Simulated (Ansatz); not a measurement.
H2Pb, one cell by several methods

```
Pb H
1.0
     3.75005    0.00000    0.00000
    -1.87503    3.24764    0.00000
     0.00000    0.00000    3.64397
Pb H
1 2
Cartesian
  0.0000 0.0000 0.0000
  0.0000 2.1651 0.8331
  1.8750 1.0825 2.8109
```

Atom numbers follow the list: Pb1, H2, H3.

Conventional cell: a = 3.750 Å, b = 3.750 Å, c = 3.644 Å, α = 90.00°, β = 90.00°, γ = 120.00°. Around Pb (atom 1) lie 6 H at 2.32 Å. H (atom 2) is surrounded by 3 Pb at 2.32 Å.

The cell was built from the CdI2 type and relaxed in the same program, and has space group P-3m1; it needn't be a known or the stable phase.

No spin–orbit coupling, which matters for the heavy atoms here.

Methods: DFT, PBE, PAW with Ansatz's default frozen-core files, scalar-relativistic (Ansatz 0.2.0); DFT, PBE, all-electron LAPW, scalar-relativistic (Ansatz 0.2.0).

For PAW: a Γ-centred 11×11×6 k mesh, Fermi–Dirac smearing of 0.05 eV, cutoff 420 eV, no spin polarisation; the mesh is coarse along some axis. LAPW targets a basis error of 1 meV/atom. The Ansatz runs share mesh, smearing and spin set-up. Plane-wave (PAW) pressures include the program's estimate of the Pulay term.

Stress and pressure are positive in compression.

Levels count from the Fermi level.

PAW results:

```
                      quantity     PAW
                pressure (GPa)    0.01
highest filled level at L (eV)  -1.180
  lowest empty level at L (eV)   3.175
highest filled level at A (eV)  -5.143
  lowest empty level at A (eV)   2.862
highest filled level at K (eV)  -4.670
  lowest empty level at K (eV)   5.243
```

(1) What does full-potential LAPW give for the same quantities?

## Answers

(1) 
| quantity | LAPW |
| --- | --- |
| pressure (GPa) | 0.02 |
| highest filled level at L (eV) | -1.180 |
| lowest empty level at L (eV) | 3.174 |
| highest filled level at A (eV) | -5.143 |
| lowest empty level at A (eV) | 2.863 |
| highest filled level at K (eV) | -4.672 |
| lowest empty level at K (eV) | 5.244 |
